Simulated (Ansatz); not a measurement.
Input:

SiSe₂:
```cif
data_Se8Si4
_chemical_formula_sum 'Si4 Se8'
_space_group_name_H-M_alt 'I41/amd :1'
_space_group_IT_number 141
_space_group_name_Hall 'I 4bw 2bw -1bw'
_cell_length_a 5.17984
_cell_length_b 5.17984
_cell_length_c 10.50375
_cell_angle_alpha 90.000
_cell_angle_beta 90.000
_cell_angle_gamma 90.000
loop_
_atom_site_label
_atom_site_type_symbol
_atom_site_symmetry_multiplicity
_atom_site_Wyckoff_symbol
_atom_site_fract_x
_atom_site_fract_y
_atom_site_fract_z
_atom_site_occupancy
Si1 Si 4 b 0.00000 0.00000 0.50000 1
Se1 Se 8 e 0.00000 0.00000 0.27998 1
```
(The calculation used a cell of 6 atoms; values per cell refer to that cell.)

This is the PBE-relaxed structure.

Problem. All from DFT-PBE in the program Ansatz with PAW potentials, unless another level is named. Give the hole effective mass.

Solution. 0.24, 0.37, 2.0 mₑ (principal values).

Problem. Next, the formation energy from the elements (no fitted shifts)?

Solution. -0.057 eV/atom.

Problem. Give the smallest direct gap on the standard path.

Solution. 0.38 eV.

Problem. Predict the electron effective mass.

Solution. 0.061, 0.061, 0.19 mₑ (principal values).

Problem. Predict the weight of the valence-edge state by species (Voronoi cells).

Solution. Se 92 %, Si 8 %.

Problem. And the weight of the conduction-edge state by species (Voronoi cells)?

Solution. Se 62 %, Si 38 %.

Space group I4_1/amd (anatase). A made-up cell: these elements were put on the sites of a structure type; neither database checked (COD, Materials Project) lists it. COD files the formula under space group No. 72, so this cell is another polymorph or a model. Whether it is the stable phase at ambient conditions was not checked. The PBE relaxation kept the symmetry of its start; its stability against distortions is not shown here. The references are the lowest solids computed at this level, not always the standard phases. Spin–orbit coupling is left out wherever it is not named.

Potentials: the later of the program's two PAW sets.
